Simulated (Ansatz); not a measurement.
Ansatz (a quantum-chemistry and plane-wave program) input:

Ansatz 0.2 input:
```yaml
crystal:
  lattice:
    - [0.0, 2.6484058567, 2.6484058567]
    - [2.6484058567, 0.0, 2.6484058567]
    - [2.6484058567, 2.6484058567, 0.0]
  atoms:
    - { symbol: Zn, position: [0.0, 0.0, 0.0] }
    - { symbol: S, position: [0.75, 0.75, 0.75] }
kpoints:
  mp_grid: { grid: [9, 9, 9] }
hamiltonian:
  xc: lda
  pseudopotentials: { azcp: { folder: ./paw }, kind: paw }
scf:
  occupations: { method: fixed }
elastic: { mode: relaxed_ion, stencil: two_point, amplitude: 0.005, f_tol: 0.0005 }
output: { polarization: {} }
```

Output (shortened):

```
Pseudopotential: Zn, paw, valence charge 12
Pseudopotential: S, paw, valence charge 6
Functional definition: SPW92
Crystal: 2 atoms, lattice volume = 37.152 Å³
Basis set: ecut = 420 eV, 725 PW (Γ)
Bands: 13, of which v1, the nominal top of the filled ones, is band 9 counted from 1 (8 counted from 0)
Symmetry: 24 space group operations
Space group: F-43m (ITA 216), of the structure as read, at distance tolerance 3.3e-5 Å
k-points: 35 of 729 (time reversal used)
SCF 1 converged in 11 iterations: F = -4117.442511 eV  dr2 = 3.69e-15
Crystal: 2 atoms, lattice volume = 36.966 Å³
Symmetry: 8 space group operations
k-points: 75 of 729 (time reversal used)
SCF 2 converged in 9 iterations: F = -4117.442190 eV  dr2 = 2.38e-14
Crystal: 2 atoms, lattice volume = 37.338 Å³
SCF 3 converged in 10 iterations: F = -4117.442170 eV  dr2 = 1.03e-15
Crystal: 2 atoms, lattice volume = 37.152 Å³
Symmetry: 4 space group operations
k-points: 125 of 729 (time reversal used)
SCF 4 converged in 10 iterations: F = -4117.442283 eV  dr2 = 1.93e-14
relax step   1: F+E_penalty+E_count = -4117.44228289 eV  Δ(F+E_penalty+E_count) = +0.000e0 eV  max|allowed force component| = 3.362e-2 eV/Å  Δτ_max = 0.0000 Å  (10 SCF iters, accepted)
Crystal: 2 atoms, lattice volume = 37.152 Å³
SCF 5 converged in 7 iterations: F = -4117.442328 eV  dr2 = 7.13e-14
relax step   2: F+E_penalty+E_count = -4117.44232757 eV  Δ(F+E_penalty+E_count) = -4.467e-5 eV  max|allowed force component| = 2.308e-2 eV/Å  Δτ_max = 0.0008 Å  (7 SCF iters, accepted)
Crystal: 2 atoms, lattice volume = 37.152 Å³
SCF 6 converged in 8 iterations: F = -4117.442367 eV  dr2 = 8.25e-14
relax step   3: F+E_penalty+E_count = -4117.44236741 eV  Δ(F+E_penalty+E_count) = -3.984e-5 eV  max|allowed force component| = 1.578e-6 eV/Å  Δτ_max = 0.0017 Å  (8 SCF iters, accepted)
Crystal: 2 atoms, lattice volume = 37.152 Å³
SCF 7 converged in 2 iterations: F = -4117.442367 eV  dr2 = 4.67e-14
Crystal: 2 atoms, lattice volume = 37.152 Å³
SCF 8 converged in 10 iterations: F = -4117.442283 eV  dr2 = 1.71e-14
relax step   1: F+E_penalty+E_count = -4117.44228289 eV  Δ(F+E_penalty+E_count) = +0.000e0 eV  max|allowed force component| = 3.362e-2 eV/Å  Δτ_max = 0.0000 Å  (10 SCF iters, accepted)
Crystal: 2 atoms, lattice volume = 37.152 Å³
SCF 9 converged in 7 iterations: F = -4117.442328 eV  dr2 = 7.32e-14
relax step   2: F+E_penalty+E_count = -4117.44232757 eV  Δ(F+E_penalty+E_count) = -4.467e-5 eV  max|allowed force component| = 2.308e-2 eV/Å  Δτ_max = 0.0008 Å  (7 SCF iters, accepted)
Crystal: 2 atoms, lattice volume = 37.152 Å³
SCF 10 converged in 8 iterations: F = -4117.442367 eV  dr2 = 8.37e-14
relax step   3: F+E_penalty+E_count = -4117.44236740 eV  Δ(F+E_penalty+E_count) = -3.984e-5 eV  max|allowed force component| = 1.587e-6 eV/Å  Δτ_max = 0.0017 Å  (8 SCF iters, accepted)
Crystal: 2 atoms, lattice volume = 37.152 Å³
SCF 11 converged in 2 iterations: F = -4117.442367 eV  dr2 = 4.80e-14
SCF converged after 11 iterations
Free energy (F): -4117.442511 eV
Harris-Foulkes:  -4117.442511 eV  (|F-HF|=9.09e-13)
Internal energy: -4117.442511 eV  (E = F + TS)
E sigma→0 (E₀):  -4117.442511 eV
Fermi energy:    6.297497 eV
--- Per-component energies (eV) ---
  E_band       = 8.491357
  E_kinetic    = 255.849980
  E_local      = -2233.135706  (includes V_loc(G=0)·N_el)
  E_nonlocal   = 857.445606
  E_hartree    = 848.195417
  E_xc         = -166.839137
  E_vxc        = -135.718894  (∫ρ·V_xc dr)
  E_paw        = -2401.925602  (= ΣΔE_a)
  E_vpaw       = -432.340202  (= ΣTr[D̂ρ^β])
  E_aug_tail   = -0.000258  (compensation charges beyond the density's cutoff)
  E_ewald      = -1278.743151
  E_core_change = 1.710341  (= ΣΔE_core)
  E_smearing   =  0.000000  (= −TS)
  E_closure    = 0.000000  (closes the sum)
  Σ components = -4117.442511   (vs F -4117.442511, Δ=0.00e0)
--- Forces (eV/Å), atoms counted from 1 ---
  atom   1  Zn     0.00000000     0.00000000     0.00000000
  atom   2  S      0.00000000     0.00000000     0.00000000
  max |Σ_I F_I| component: 5.55e-17 eV/Å
--- Stress (GPa, compression-positive) ---
       -0.010268       0.000000       0.000000
        0.000000      -0.010268       0.000000
        0.000000       0.000000      -0.010268
  P = ⅓ Tr σ = -0.0103 GPa (-0.103 kbar)
--- Band table (eV; the first three rows and the last of 35) ---
  k-point 0: bands = ["-7.2797", "-0.4480", "-0.4480", "-0.4480", "0.1078", "0.1078", "6.2975", "6.2975", "6.2975", "8.4165", "12.4666", "12.4666", "12.4666"]
  k-point 1: bands = ["-7.1740", "-0.4520", "-0.4292", "-0.4292", "0.1059", "0.1059", "5.2904", "6.1626", "6.1626", "9.1457", "12.3939", "12.6905", "12.6905"]
  k-point 2: bands = ["-6.8868", "-0.4338", "-0.3852", "-0.3852", "0.1069", "0.1069", "3.6523", "5.8532", "5.8532", "9.7056", "12.8930", "13.0787", "13.0787"]
  k-point 34: bands = ["-5.8625", "-0.3233", "-0.1604", "0.0163", "0.0898", "0.5135", "1.3693", "3.0580", "3.6386", "11.6883", "12.2799", "13.6149", "15.1975"]
--- Elastic constants: 2 strain directions × 2 members + reference (group order 24) ---
  dense FFT box of the reference and of every strained cell: 27×27×27
  strains applied: 11, 23; error gains: componentwise 1.00 (the most a stress slope's error grows in a printed constant), spectral 1.73 (1 for all six strains …
  C = ∂σ_k/∂η_j (tension-positive GPa; Voigt order 11 22 33 23 13 12):
       116.638     71.360     71.360      0.000      0.000      0.000
        71.360    116.638     71.360      0.000      0.000      0.000
        71.360     71.360    116.638      0.000      0.000      0.000
         0.000      0.000      0.000     52.136      0.000      0.000
         0.000      0.000      0.000      0.000     52.136      0.000
         0.000      0.000      0.000      0.000      0.000     52.136
  reference stress σ⁰ (GPa):      0.010      0.010      0.010      0.000      0.000      0.000
  moduli (Voigt/Reuss/Hill, GPa): K = 86.45/86.45/86.45   G = 40.34/34.27/37.31   E = 97.84   ν = 0.311
  mechanically stable: yes (min eigenvalue of sym C = 45.28 GPa)
  e, the proper piezoelectric tensor (elastic.mode: relaxed_ion; C/m²; rows x y z; Voigt order 11 22 33 23 13 12):
       0.00000    0.00000    0.00000   -0.15795    0.00000    0.00000
       0.00000    0.00000    0.00000    0.00000   -0.15795    0.00000
       0.00000    0.00000    0.00000    0.00000    0.00000   -0.15795
  ±, each entry's uncertainty from the finite density of the strings (C/m²), an estimate: the size of the correction for it that the entry includes:
       0.00000    0.00000    0.00000    0.00310    0.00000    0.00000
       0.00000    0.00000    0.00000    0.00000    0.00310    0.00000
       0.00000    0.00000    0.00000    0.00000    0.00000    0.00310
  strain η (Voigt 11):  stress-route row diagonal C_11 = 116.64 GPa, energy-path curvature d²(F+E_count+ΔE)/dδ²/Ω₀ = 116.71 GPa
         δ    σ_11 (GPa)             F (eV)   n_scf  n_hpsi   n_pw
    -5.000e-3      -0.5761       -4117.4421899       9   25896    743   relax 0 steps, max|allowed force component| 5.55e-17 eV/Å
     5.000e-3       0.5903       -4117.4421701      10   29320    746   relax 0 steps, max|allowed force component| 2.01e-16 eV/Å
  strain η (Voigt 23):  stress-route row diagonal C_44 = 52.14 GPa, energy-path curvature d²(F+E_count+ΔE)/dδ²/Ω₀ = 52.15 GPa
         δ    σ_23 (GPa)             F (eV)   n_scf  n_hpsi   n_pw
    -5.000e-3      -0.2607       -4117.4423674       2   17108    745   relax 3 steps, max|allowed force component| 1.58e-6 eV/Å
     5.000e-3       0.2607       -4117.4423674       2   17092    745   relax 3 steps, max|allowed force component| 1.59e-6 eV/Å
--- Formal polarisation (Berry phase): one branch of a lattice of values; only differences between neighbouring runs are physical ---
  axis  mesh            electronic          ionic      p = total  spread (rad)  least overlap  resolved gap  δp at fixed H ≤   (phases in cycles; p mod 2 …
  b1    9×9×9           0.00000000     4.50000000     4.50000000      0.202218         0.8808        2.1190           3.9e-6
  b2    9×9×9           0.00000000     4.50000000     4.50000000      0.202218         0.8808        2.1190           3.9e-6
  b3    9×9×9           0.00000000     4.50000000     4.50000000      0.202218         0.8808        2.1190           3.9e-6
  quantum along a1:   0.20162571 e/Å² =   323.040008 µC/cm²
  quantum along a2:   0.20162571 e/Å² =   323.040008 µC/cm²
  quantum along a3:   0.20162571 e/Å² =   323.040008 µC/cm²
  P = (  0.64156909,   0.64156909,   0.64156909) e/Å² = ( 1027.907011,  1027.907011,  1027.907011) µC/cm²  (mod the quanta)
```

Cost: around 50 core-seconds (rough) on shared cores.

The LDA relaxation kept the symmetry of its start; phonons on a q-mesh show no instability.

Potentials: the earlier of the program's two PAW sets.

Ansatz is a plane-wave DFT program.
